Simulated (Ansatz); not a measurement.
ZrC (rock salt, space group No. 225), a = 4.708 Å, b = 4.708 Å, c = 4.708 Å, α = 90.00°, β = 90.00°, γ = 90.00°; the cell used has 2 atoms.

Relaxed with PBE.

Task: Which orbitals make up the states near the Fermi level in PBE in the plane-wave PAW code Ansatz?

Result: Within 0.5 eV of the Fermi level: C 2p 62 %, Zr 4d 34 %. Projections are on Löwdin-orthogonalised atomic valence shells; empty p or d shells of many metals are not among them.

Task: Tabulate the density of states.

Result: States/eV per cell of 2 atoms, in 0.25 eV bins, energy from the Fermi level.

| E (eV) | total | Zr 4d | C 2p | Zr 5s |
|---|---|---|---|---|
| -7.85 | 0.00 | 0.00 | 0.00 | 0.00 |
| -7.60 | 0.00 | 0.00 | 0.00 | 0.00 |
| -7.35 | 0.00 | 0.00 | 0.00 | 0.00 |
| -7.10 | 0.00 | 0.00 | 0.00 | 0.00 |
| -6.85 | 0.00 | 0.00 | 0.00 | 0.00 |
| -6.60 | 0.00 | 0.00 | 0.00 | 0.00 |
| -6.35 | 0.00 | 0.00 | 0.00 | 0.00 |
| -6.10 | 0.00 | 0.00 | 0.00 | 0.00 |
| -5.85 | 0.00 | 0.00 | 0.00 | 0.00 |
| -5.60 | 0.00 | 0.00 | 0.00 | 0.00 |
| -5.35 | 0.01 | 0.00 | 0.00 | 0.00 |
| -5.10 | 0.13 | 0.05 | 0.06 | 0.01 |
| -4.85 | 0.25 | 0.10 | 0.11 | 0.02 |
| -4.60 | 0.39 | 0.15 | 0.18 | 0.03 |
| -4.35 | 0.59 | 0.22 | 0.28 | 0.05 |
| -4.10 | 0.92 | 0.33 | 0.45 | 0.08 |
| -3.85 | 0.98 | 0.34 | 0.50 | 0.08 |
| -3.60 | 1.05 | 0.35 | 0.55 | 0.09 |
| -3.35 | 1.04 | 0.32 | 0.57 | 0.08 |
| -3.10 | 0.75 | 0.23 | 0.42 | 0.05 |
| -2.85 | 1.19 | 0.47 | 0.64 | 0.03 |
| -2.60 | 2.57 | 1.06 | 1.39 | 0.02 |
| -2.35 | 4.68 | 1.84 | 2.59 | 0.01 |
| -2.10 | 3.07 | 1.34 | 1.61 | 0.01 |
| -1.85 | 1.81 | 0.89 | 0.86 | 0.00 |
| -1.60 | 1.24 | 0.58 | 0.63 | 0.00 |
| -1.35 | 0.93 | 0.40 | 0.50 | 0.00 |
| -1.10 | 0.74 | 0.29 | 0.42 | 0.00 |
| -0.85 | 0.60 | 0.22 | 0.36 | 0.00 |
| -0.60 | 0.49 | 0.16 | 0.31 | 0.00 |
| -0.35 | 0.34 | 0.10 | 0.23 | 0.00 |
| -0.10 | 0.25 | 0.08 | 0.17 | 0.00 |
| 0.15 | 0.31 | 0.11 | 0.19 | 0.00 |
| 0.40 | 0.35 | 0.15 | 0.18 | 0.00 |
| 0.65 | 0.39 | 0.21 | 0.17 | 0.00 |
| 0.90 | 0.46 | 0.27 | 0.17 | 0.00 |
| 1.15 | 0.56 | 0.37 | 0.17 | 0.00 |
| 1.40 | 0.60 | 0.42 | 0.16 | 0.00 |
| 1.65 | 0.64 | 0.45 | 0.16 | 0.00 |
| 1.90 | 0.69 | 0.49 | 0.16 | 0.01 |
| 2.15 | 0.74 | 0.54 | 0.17 | 0.01 |
| 2.40 | 0.80 | 0.59 | 0.17 | 0.01 |
| 2.65 | 0.87 | 0.64 | 0.17 | 0.01 |
| 2.90 | 0.99 | 0.75 | 0.19 | 0.01 |
| 3.15 | 1.08 | 0.84 | 0.18 | 0.01 |
| 3.40 | 1.09 | 0.87 | 0.16 | 0.01 |
| 3.65 | 1.20 | 0.95 | 0.19 | 0.02 |
| 3.90 | 1.44 | 1.16 | 0.21 | 0.02 |
| 4.15 | 1.69 | 1.40 | 0.22 | 0.02 |
| 4.40 | 1.91 | 1.62 | 0.21 | 0.02 |
| 4.65 | 2.00 | 1.65 | 0.27 | 0.03 |
| 4.90 | 2.25 | 1.74 | 0.39 | 0.05 |

Space group Fm-3m (rock salt). Symmetry was held in the PBE relaxation. The run is not spin-polarised. Scalar-relativistic: spin–orbit coupling is off unless named, which matters more the heavier the elements.

Potentials: the later of the program's two PAW sets.
